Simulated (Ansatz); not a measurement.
The relaxed structure here is a generated cell of Cd: the first start was made by placing the elements on the sites of a structure type, and the end was not matched to a known phase here, so it may be hypothetical. Known forms of Cd include space group No. 194.

One starting cell of Cd (a generated cell, Cd placed in the AFLOW prototype A_cI16_220_c (as in Li)) was relaxed twice with Ansatz (plane waves, PAW, scalar-relativistic): with r2SCAN at 500 eV and with PBE at 420 eV. The r2SCAN result:

Cd has the cubic space group I-43d (No. 220), Pearson symbol cI16. Conventional cell: a = 7.068 Å, b = 7.068 Å, c = 7.068 Å, α = 90.00°, β = 90.00°, γ = 90.00°. Cd on 16c has 11 Cd at 3.026–3.162 Å. (Neighbours: up to the widest gap in distance over summed covalent radii, below 1.35, at either atom.)
(The calculation used a cell of 8 atoms; values per cell refer to that cell.)

| quantity | r2SCAN | PBE |
|---|---|---|
| space group | I-43d | I-43d |
| volume (Å³/atom) | 22.07 | [?] |
| a (Å) | 7.068 | [?] |
| gap (eV, no spin-orbit coupling) | 0.00 | [?] |

Fill in the PBE column.


- volume (Å³/atom), PBE: 23.20
- a (Å), PBE: 7.187
- gap (eV, no spin-orbit coupling), PBE: 0.00

Both levels end in the same structure; PBE's volume is 5.1 % larger. Neither column is exact.

No spin polarisation in the result.

The run could not lose the symmetry of its start, so the end can be a saddle point.

Ansatz is a program for electronic structure.
